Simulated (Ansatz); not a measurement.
**TiC: energy along a strain**

TiC, Fm-3m, a = 4.328 Å (as given, not relaxed at this level: 0.0 GPa). Ansatz: r2SCAN, PAW, 500 eV, Γ-centred 18×18×18 mesh on 2 atoms, Gaussian smearing 0.15 eV; no spin polarisation. Cell vectors (Å): 0.000 2.164 2.164; 2.164 0.000 2.164; 2.164 2.164 0.000. The cell is strained by x per cent times the pattern (1 -1 0 0 0 0) in the order xx yy zz yz xz xy (engineering shears), with fractional coordinates held. y is the free energy over the start, V0 = 10.134 Å³/atom. Symmetry makes y even in x.

```tsv
x (%)	y (meV/atom)
-4.00	?
-2.00	10.18
0.00	0.00
0.50	0.63
1.00	2.54
1.50	5.72
2.50	15.95
3.00	23.04
3.50	31.49
```

Q: Fit y = c2 x² + c4 x⁴ to the other rows, get the stiffness along the pattern, and predict the missing energy.

A: Least squares on the rows shown. y = 2.5329 x² + 0.0030630 x⁴. The clamped-ion stiffness p·C·p = 2 × 25.33 eV × 160.2 / 10.134 Å³ = 801 GPa. At x = -4.00 the fit asked for gives 41.31 meV/atom. The run gave 41.34 meV/atom, so the fit is 0.03 meV/atom too low, a small miss on the scale of the series.

Cost: 9 runs of about 7.1 core-minutes in all, on Intel Xeon Processor @ 2.50GHz (Skylake/Cascade Lake) (shared hosts).